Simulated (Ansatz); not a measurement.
TiC:
```yaml
crystal:
  lattice:
    - [0.00000, 2.16427, 2.16427]
    - [2.16427, 0.00000, 2.16427]
    - [2.16427, 2.16427, 0.00000]
  atoms:
    - { symbol: Ti, position: [0.00000, 0.00000, 0.00000] }
    - { symbol: C, position: [0.50000, 0.50000, 0.50000] }
```

This is the r²SCAN-relaxed structure.

Q: All from the program Ansatz at the r²SCAN level (PAW), unless another level is named. Predict the electronic character.

A: metallic (no gap).

Q: Give the formation energy from the elements (no fitted shifts).

A: -0.98 eV/atom.

Q: What about the density of states at the Fermi level?

A: 0.12 states/eV per atom (mean over ±0.08 eV).

Space group Fm-3m (rock salt). The cell was relaxed with r²SCAN under the symmetry of its start. The run is not spin-polarised. The references are the lowest solids computed at this level, not always the standard phases.

Potentials: the earlier of the program's two PAW sets.
